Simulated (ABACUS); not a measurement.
Consider a self-consistent single point of Zr (Ibam, 12 atoms in the cell; from Materials Project mp-1077723, changed as shown).

```xyz
12
Lattice="5.3224 0.0000 0.0000 0.0000 8.1694 0.0000 0.0000 0.0000 6.0897" Properties=species:S:1:pos:R:3 pbc="T T T"
Zr     2.6612     4.0847     4.5673
Zr     2.6612     4.0847     1.5224
Zr     0.4169     2.6364     0.0000
Zr     4.9055     5.5330     0.0000
Zr     3.0781     1.4483     0.0000
Zr     2.2443     6.7211     0.0000
Zr     0.0000     0.0000     1.5224
Zr     0.0000     0.0000     4.5673
Zr     3.0781     6.7211     3.0448
Zr     2.2443     1.4483     3.0448
Zr     0.4169     5.5330     3.0448
Zr     4.9055     2.6364     3.0448
```

Method: LDA (PW92), numerical atomic orbitals DZP (confined pseudo-atomic orbitals with Gaussian additions; energy shift 0.01 Ry), PseudoDojo 0.4 standard norm-conserving LDA (tails mended) pseudopotentials in ABACUS.

ABACUS settings:

* **basis**: DZP numerical atomic orbitals, energy shift 0.01 Ry
* **KPT**: Gamma 4 4 4 0 0 0
* **basis_type**: lcao
* **dft_functional**: PWLDA
* **ecutwfc**: 100 Ry
* **smearing_method**: fd
* **smearing_sigma**: 0.00367493 Ry
* **potentials**: PseudoDojo 0.4 standard norm-conserving LDA (tails mended)
* **symmetry**: 1
* **ks_solver**: genelpa
* **scf_nmax**: 100
* **scf_thr**: 1.0e-06
* **mixing_type**: broyden
* **mixing_beta**: 0.4

Results:

- Number of valence electrons = 144
- Number of bands = 87
- Number of k-points after the program's reduction = 27
- Size of the basis = 312
- Number of SCF iterations = 11
- Free energy E − TS = -16549.1931 eV
- Fermi level (on the code's own zero) = 14.56 eV
- Pressure = -0.40 GPa
- Largest force (vector length) = 0.119 eV/Å

Forces (eV/Å):
```
atom      Fx      Fy     Fz
----  ------  ------  -----
Zr1    0.000   0.000  0.000
Zr2    0.000   0.000  0.000
Zr3   -0.064   0.101  0.000
Zr4    0.064  -0.101  0.000
Zr5   -0.064  -0.100  0.000
Zr6    0.064   0.100  0.000
Zr7    0.000   0.000  0.000
Zr8    0.000   0.000  0.000
Zr9   -0.064   0.100  0.000
Zr10   0.064  -0.100  0.000
Zr11  -0.064  -0.101  0.000
Zr12   0.064   0.101  0.000
```

Stress (GPa, positive for compression):
```
-0.78   0.00   0.00
 0.00  -0.59   0.00
 0.00   0.00   0.16
```

For comparison: a first run was changed to give this one (lattice scaled by 0.98), and from it to this one the free energy goes down by 28.6 meV/atom and the pressure goes from -5.97 to -0.40 GPa.

The atom-centred basis is finite, which shifts total energies, pressures and forces against plane waves. The structure comes from a collection of computed structures, made at another level of theory; the collection holds predicted forms beside known ones. No clean gap shows at this smearing width and mesh (spacing up to 0.30 Å⁻¹); the mesh is coarse for partly filled bands, so the values carry mesh errors.

Cost on one core: roughly 3 core-minutes.

The atomic orbitals were generated for these runs; they are not ABACUS's published sets and were checked against plane waves on a few crystals only.

“Tails mended”: in these copies of the files the far tail of each local potential was reset to the Coulomb form.
